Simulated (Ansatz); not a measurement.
Task: In (body-centred tetragonal, space group No. 139) is relaxed with the program Ansatz at the LDA level (PAW). What lattice parameters of the conventional cell result?

Result: a = 3.324 Å, c = 4.455 Å.

Space group I4/mmm (body-centred tetragonal). Its axis ratio c/a = 1.34 departs by over 6 % from that of the usual cell of this phase: another minimum, or an error of the functional. The cell keeps a stress of up to 0.2 GPa. Symmetry was held in the LDA relaxation; whether a distortion lowers the energy is not shown. The volume moved by -53 % from the start of the relaxation. Axis ratios of metals converge slowly with the k-mesh, so a and c are less sure than the volume.

Potentials: the later of the program's two PAW sets.
